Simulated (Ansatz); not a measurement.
CsAuBr$_{3}$ squeezed and stretched

A database entry relaxed whole under r2SCAN (I4/mmm):

```yaml
crystal:
  lattice:
    - [-3.89838, 3.89838, 5.73941]
    - [3.89838, -3.89838, 5.73941]
    - [3.89838, 3.89838, -5.73941]
  atoms:
    - { symbol: Cs, position: [0.75000, 0.25000, 0.50000] }
    - { symbol: Cs, position: [0.25000, 0.75000, 0.50000] }
    - { symbol: Au, position: [0.00000, 0.00000, 0.00000] }
    - { symbol: Au, position: [0.50000, 0.50000, 0.00000] }
    - { symbol: Br, position: [0.22598, 0.22598, 0.45197] }
    - { symbol: Br, position: [0.22598, 0.77402, 0.00000] }
    - { symbol: Br, position: [0.77402, 0.77402, 0.54803] }
    - { symbol: Br, position: [0.77402, 0.22598, 0.00000] }
    - { symbol: Br, position: [0.71275, 0.71275, 0.00000] }
    - { symbol: Br, position: [0.28725, 0.28725, 0.00000] }
```

The cell was scaled uniformly, its shape held, and the atoms relaxed at each volume with plane-wave PAW DFT (Ansatz 0.2.0; r2SCAN, 500 eV, 6×6×6 Γ-centred mesh, fermi-dirac occupations of width 0.020 eV; no spin, no spin-orbit coupling). One row is withheld.

| volume (Å³/atom) | energy over the lowest (meV/atom) | pressure (GPa) | gap over mesh and path (eV) |
| --- | --- | --- | --- |
| 32.796 | 7.1 | 1.17 | 0.37 |
| 33.494 | ? | ? | ? |
| 34.192 | 0.7 | 0.33 | 0.57 |
| 34.890 | 0.0 | 0.02 | 0.67 |
| 35.587 | 0.6 | -0.26 | 0.75 |
| 36.285 | 2.2 | -0.49 | 0.84 |
| 36.983 | 4.8 | -0.68 | 0.91 |

Problem. Fit the pressures of the other rows to the third-order Birch-Murnaghan form.

Solution. With f = [(V₀/V)^(2/3) − 1]/2 and P = 3B₀f(1 + 2f)^(5/2)[1 + 3(B₀′ − 4)f/2], least squares gives V₀ = 34.92 Å³ an atom, B₀ = 14.8 GPa and B₀′ = 7.4; the rows miss the fit by less than 0.01 GPa. The slope of the energies differs from these pressures by less than 0.05 GPa.

Problem. How does the gap move with volume?

Solution. A parabola in ln(V/V₀) through the other rows has the slope dE_g/d ln V = +4.5 eV at V₀, so by B₀ the gap moves by -306 meV a GPa at this fixed shape: it narrows under pressure.

Problem. What does the withheld row hold?

Solution. The fit gives 0.72 GPa at 33.494 Å³; the run gave 0.71 GPa and 3.0 meV an atom. Its gap is 0.47 eV, against 0.47 eV from the parabola.

Caveats: the shape of the cell was held, so B₀ is an upper bound where the axes differ in stiffness; 0 K, fixed nuclei; the symmetry was kept, and this need not be the phase that is stable at 0 K; one mesh for all volumes; r2SCAN gaps lie as a rule under measured ones; the slope of the gap can be off by tens of per cent, more where shallow d levels or spin-orbit coupling act on the edges; no spin-orbit coupling, which narrows gaps of heavier elements; pressure is positive in compression.
